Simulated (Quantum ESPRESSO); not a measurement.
```xyz
2
Lattice="0.0000 2.7589 2.7589 2.7589 0.0000 2.7589 2.7589 2.7589 0.0000" Properties=species:S:1:pos:R:3 pbc="T T T"
Li     0.0000     0.0000     0.0000
Br     2.7589     2.7589     2.7589
```

The PBEsol cell relaxed from Materials Project entry mp-23259 was given an isotropic strain of +2 % on all lattice vectors, and the atoms were relaxed again.

### Question
What does PBEsol (pw.x of Quantum ESPRESSO, ONCV potentials, no spin-orbit coupling) give for the electronic structure near the Fermi level?

### Answer
The PBEsol gap is 4.72 eV and nearly direct: the edges lie at 83 % of the way from K to Γ and Γ, the smallest direct gap within 0.02 eV of it. Another valence extremum on the path lies within 0.02 eV, too close to call. Spin-orbit splittings are left out.
